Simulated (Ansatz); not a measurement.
Cu Kα1 powder pattern (kinematic, no thermal factors).
```csv
2θ (°),relative intensity,assignment
21.04,42,1 1 1
24.34,100,2 0 0
34.69,84,2 2 0
40.92,45,3 1 1
42.83,33,2 2 2
49.87,9,4 0 0
54.70,11,3 3 1
56.24,43,4 2 0
62.17,31,4 2 2
66.41,15,5 1 1
73.19,13,4 4 0
77.14,10,5 3 1
78.45,20,6 0 0
83.60,14,6 2 0
87.43,6,5 3 3
88.71,13,6 2 2
```

The pattern is computed from a structure relaxed with DFT PBE, scalar-relativistic, plane waves, PAW in Ansatz. Collinear spin, ending at 0.8 μB a primitive cell. Its elements are Bi, Fe, O.

**Question.** Give the structure.

**Answer.** FeBiO$_{4}$.
Space group F-43m (No. 216). a = 7.309 Å, b = 7.309 Å, c = 7.309 Å, α = 90.00°, β = 90.00°, γ = 90.00°
```
atom  site  symmetry       x       y       z
  Fe    4a      -43m  0.0000  0.0000  0.0000
  Bi    4b      -43m  0.5000  0.0000  0.0000
   O   16e       .3m  0.3707  0.3707  0.1293
```

A pattern alone doesn't exclude other cells with like lines; this is the one computed.

The cell was found from a structure generator's guess, not taken from experiment.
